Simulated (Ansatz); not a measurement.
# ZrHg: zone-centre modes at 10 GPa

Method: DFT LDA, scalar-relativistic, plane waves, PAW in Ansatz 0.2.0. Settings: 420 eV plane-wave cutoff, Γ-centred 14×14×10 mesh, Fermi-Dirac smearing of 0.15 eV. No spin polarisation. Phonons by linear response, acoustic sum rule imposed.

The cell, relaxed at 10 GPa:
```
Zr Hg
1.0
     2.99792    0.00000    0.00000
     0.00000    2.99792    0.00000
     0.00000    0.00000    4.14694
Zr Hg
1 1
Direct
  0.50000 0.50000 0.50000
  0.00000 0.00000 0.00000
```

In a metal, frequencies and elastic constants depend on the k mesh and the smearing, soft modes and shear constants most. Spin–orbit coupling is left out, which can shift energies with elements as heavy as these. Other phases may be more stable at this pressure.

Optical modes at Γ; i marks an imaginary frequency:
```
frequency (meV) degeneracy
           16.9           2
           23.4           1
```

All 3 optical modes at Γ are real: no displacement of atoms at fixed cell lowers the energy to second order. Strains and modes at other wave vectors aren't tested by this run.